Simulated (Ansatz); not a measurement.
Crystals of one structure type (rock salt), relaxed and computed with LDA (plane waves, PAW; program Ansatz).

| crystal | a (Å) | gap (eV) | K_Hill (GPa) | Θ_D (K) | G_Hill (GPa) | highest Γ mode, no LO–TO term (cm⁻¹) |
|---|---|---|---|---|---|---|
| LiF | 3.909 | 9.70 | 86.9 | 782 | 62.2 | 339 |
| NaF | 4.503 | 6.46 | 61.0 | 514 | 37.4 | 275 |
| KF | (withheld) | (withheld) | (withheld) | (withheld) | (withheld) | (withheld) |
| KCl | 6.076 | 5.11 | 24.3 | 253 | 11.8 | 161 |
| KBr | 6.372 | 4.32 | 20.3 | 186 | 9.7 | 130 |
| KI | 6.817 | 3.87 | 16.0 | 142 | 7.4 | 115 |

Task: Fill in the missing entries.

Result: 
- KF, a (Å): 5.162
- KF, gap (eV): 6.37
- KF, K_Hill (GPa): 43.7
- KF, Θ_D (K): 353
- KF, G_Hill (GPa): 21.1
- KF, highest Γ mode, no LO–TO term (cm⁻¹): 211

All cells were relaxed under the symmetry of their starts (and spin orders); stability against distortions was not tested throughout. Spin–orbit coupling is left out wherever it is not named.

Potentials: the later of the program's two PAW sets.
